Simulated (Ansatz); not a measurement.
All numbers below come from DFT PBE, scalar-relativistic, plane waves, PAW, and for the lanthanide a 4f-in-core norm-conserving potential, in Ansatz 0.2.0. Cutoff 660 eV, Γ-centred meshes of about 0.25 Å⁻¹ or finer for metals and 0.3 Å⁻¹ for insulators (2π included), Gaussian smearing. No spin polarisation.

All energies are static (0 K, no zero-point motion).

Compare these two cells of PrScO, each relaxed at this level.

A.

```
CELL_PARAMETERS angstrom
3.16184 0.00000 0.00000
0.00000 3.16184 0.00000
0.00000 0.00000 5.50874
ATOMIC_POSITIONS crystal
Pr 0.00000 0.00000 0.50000
Sc 0.50000 0.50000 0.00000
O 0.00000 0.00000 0.00000
```

B.

```
CELL_PARAMETERS angstrom
3.57508 0.00000 0.00000
-1.78754 3.09611 0.00000
0.00000 0.00000 5.72727
ATOMIC_POSITIONS crystal
Pr 0.00000 0.00000 0.00000
Sc 0.66667 0.33333 0.50000
O 0.00000 0.00000 0.50000
```

Question: Which form is favoured at zero pressure, and by what margin per atom?

Answer: B is lower, by 58 meV/atom. A has space group P4/mmm (No. 123), 18.4 Å³/atom and no gap on its mesh; B has space group P-6m2 (No. 187), 21.1 Å³/atom and no gap. Counting O atoms around Pr and Sc (those within 1.25 times the shortest such distance or 1.15 times the sum of covalent radii, 1.27 where that leaves under three), A has Pr 2, Sc 4 and B has Pr 2, Sc 3. The lower one is the more open, so pressure narrows the difference. Both come from trial cells of a structure search, whose lowest cell (P4/mmm, 19.5 Å³/atom) lies 83 meV/atom below the lower of the two.

Trial moments fell under 0.15 μB along the way in P4/mmm and P-6m2; another start might hold them. With atoms moved at random, B came back. A had no clear such test and can be a saddle point. Some types were kept out of the candidates beforehand, so the set may lack a known form.

The lanthanide is trivalent by construction, without f bands, f moments or other valences.
